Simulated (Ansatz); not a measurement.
BAs (NiAs type, P6_3/mmc) at seven volumes, PBE in the plane-wave PAW code Ansatz, shape and atoms relaxed at each. One row is withheld.

```csv
V (Å³/atom),P (GPa)
11.424,14.06
11.801,?
12.177,3.97
12.554,0.00
12.931,-3.38
13.307,-6.26
13.684,-8.71
```

**Question.** Fit the shown pressures and predict the withheld one.

**Answer.** P = (3/2)B₀(x^(7/2) − x^(5/2))[1 + (3/4)(B′ − 4)(x − 1)] with x = (V₀/V)^(2/3). Least squares on the six rows gives V₀ = 12.554 Å³/atom, B₀ = 122 GPa, B′ = 4.30. At V = 11.801, x = 1.0421 and P = 8.62 GPa. The run itself gave 8.59 GPa.

The cell is a constructed one: a structure type filled with these elements; neither database checked (COD, Materials Project) lists it. It is not the phase usual at ambient conditions (space group No. 216). The PBE relaxation kept the symmetry of its start; its stability against distortions is not shown here.

Potentials: the later of the program's two PAW sets.
